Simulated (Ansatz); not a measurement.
TaRu (rock salt, space group No. 225) under volume change, r²SCAN (plane waves, PAW; program Ansatz), scaled uniformly.

| V (Å³/atom) | E − E(relaxed) (meV/atom) | P (GPa) |
|---|---|---|
| 15.710 | 110.5 | 24.77 |
| 16.228 | 46.4 | 15.15 |
| 16.746 | 11.0 | 6.97 |
| 17.263 | 0.0 | 0.00 |
| 17.781 | 9.9 | -5.94 |
| 18.299 | (withheld) | (withheld) |
| 18.817 | (withheld) | (withheld) |

**Question.** Fill in the missing entries.

**Answer.** 
- 18.299, E − E(relaxed) (meV/atom): 37.5
- 18.299, P (GPa): -11.01
- 18.817, E − E(relaxed) (meV/atom): 80.2
- 18.817, P (GPa): -15.32

**Question.** What does a third-order Birch–Murnaghan fit give for V₀, B₀ and B′?

**Answer.** V₀ = 17.26 Å³/atom, B₀ = 214 GPa, B′ = 4.3.

Space group Fm-3m (rock salt). The start of the workflow was typed in or built on a structure type; neither database checked (COD, Materials Project) lists it. COD files the formula under space group No. 123, 221, so this cell is another polymorph or a model. Whether it is the stable phase at ambient conditions was not checked. The r²SCAN relaxation kept the symmetry of its start. At this level the phase is mechanically unstable. No spin polarisation was allowed. Its formation energy is positive at this level, so the cell may be metastable or incomplete. Spin–orbit coupling is left out wherever it is not named.

Potentials: the earlier of the program's two PAW sets.
